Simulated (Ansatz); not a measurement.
Relaxed-ion elastic tensor of Ta2SnN in space group P6_3/mmc (No. 194; Sn on 2d, Ta on 4f, N on 2a) in GPa (Voigt order), r²SCAN (plane waves, PAW; program Ansatz); density 13.28 g/cm³, 15.47 Å³ per atom.

```
 201   161   167   0.0   0.0   0.0
 161   201   167   0.0   0.0   0.0
 167   167   288   0.0   0.0   0.0
 0.0   0.0   0.0  72.0   0.0   0.0
 0.0   0.0   0.0   0.0  72.0   0.0
 0.0   0.0   0.0   0.0   0.0  20.1
```

Task: Is the crystal mechanically stable?

Result: Yes: the smallest eigenvalue of C is 20.1 GPa.

Task: Work out the Voigt, Reuss and Hill averages.

Result: K_V = 187, K_R = 180, K_H = 183; G_V = 45.8, G_R = 33.2, G_H = 39.5 GPa.

Task: Give Young's modulus, Poisson's ratio, Pugh's ratio and the universal anisotropy index.

Result: E = 9KG/(3K + G) = 111 GPa; ν = 0.40; K/G = 4.63 (ductile by the Pugh limit of 1.75); A_U = 5G_V/G_R + K_V/K_R − 6 = 1.93.

Task: Estimate the sound speeds and the Debye temperature.

Result: v_l = √((K + 4G/3)/ρ) = 4210 m/s, v_t = √(G/ρ) = 1730 m/s, mean 1950 m/s; Θ = (h/k)(3n/4πV)^(1/3) v_m = 233 K.

Task: How much does each axis shrink under pressure?

Result: Linear compressibilities β_i = Σ_j S_ij (j = 1 to 3): x 2.5, y 2.5, z 0.57 per TPa.

The start of the workflow was typed in or built on a structure type; neither database checked (COD, Materials Project) lists it. Its standing as an ambient phase is unchecked. The cell was relaxed with r²SCAN under the symmetry of its start; whether a distortion lowers the energy is not shown. No spin polarisation was allowed. As this level gives no gap, shear constants depend on the k-mesh and smearing (Fermi–Dirac, 0.1 eV here). On the denser mesh and wider smearing of the elastic run this cell carries a stress of 0.3 GPa. Spin–orbit coupling is left out wherever it is not named.

Potentials: the earlier of the program's two PAW sets.
